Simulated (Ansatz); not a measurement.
LiCa₂CuN₂:
```cif
data_Ca4Cu2Li2N4
_chemical_formula_sum 'Li2 Ca4 Cu2 N4'
_space_group_name_H-M_alt 'P42/mnm'
_space_group_IT_number 136
_space_group_name_Hall '-P 4n 2n'
_cell_length_a 5.26083
_cell_length_b 5.26083
_cell_length_c 6.59354
_cell_angle_alpha 90.000
_cell_angle_beta 90.000
_cell_angle_gamma 90.000
loop_
_atom_site_label
_atom_site_type_symbol
_atom_site_symmetry_multiplicity
_atom_site_Wyckoff_symbol
_atom_site_fract_x
_atom_site_fract_y
_atom_site_fract_z
_atom_site_occupancy
Li1 Li 2 a 0.00000 0.00000 0.00000 1
Ca1 Ca 4 d 0.00000 0.50000 0.25000 1
Cu1 Cu 2 b 0.00000 0.00000 0.50000 1
N1 N 4 f 0.25227 0.25227 0.00000 1
```

Relaxed with r²SCAN. Plane-wave PAW r²SCAN (Ansatz code) gives a gap of 1.29 eV.

Problem. What gap does HSE06 give on the same cell (Ansatz, PAW)?

Solution. 2.13 eV, 0.84 eV more. The hybrid was solved on a coarser mesh and at special points; its gap is the smallest among all of these.

| k | v1 r²SCAN | c1 r²SCAN | v1 HSE06 | c1 HSE06 |
|---|---|---|---|---|
| Γ | 0.00 | 1.29 | 0.00 | 2.13 |
| Z | -0.02 | 1.33 | ___ | ___ |
| M | -0.08 | 2.60 | ___ | ___ |
| A | -0.06 | 2.83 | ___ | ___ |
| R | -0.21 | 2.70 | -0.20 | 3.69 |
| X | -0.38 | 2.45 | ___ | ___ |

Problem. Top valence (v1) and lowest conduction level (c1) in eV from each method's valence maximum (which need not be a listed point): supply the withheld HSE06 values.

Solution. 
- X, v1 HSE06: -0.42
- X, c1 HSE06: 3.38
- A, v1 HSE06: -0.04
- A, c1 HSE06: 3.68
- Z, v1 HSE06: -0.02
- Z, c1 HSE06: 2.19
- M, v1 HSE06: -0.06
- M, c1 HSE06: 3.58

Cost on shared cores: the r²SCAN run (SCF on a 5×5×4 mesh, then bands and DOS) roughly 4 core-minutes, the HSE06 run (SCF on 3×3×3, then a few points) around 5 core-minutes (rough); the tasks are unlike.

Space group P4_2/mnm. The first step of the workflow began from a Materials Project structure, measured or hypothetical; the Crystallography Open Database copy checked does not list it. With Li and Cu taken as one species the cell has the higher symmetry P4_2/mmc, so it may be an ordered model of a mixed-site phase. Whether it is the stable phase at ambient conditions was not checked. The cell was relaxed with r²SCAN under the symmetry of its start; its stability against distortions is not shown here. No spin polarisation was allowed.

Potentials: the later of the program's two PAW sets.
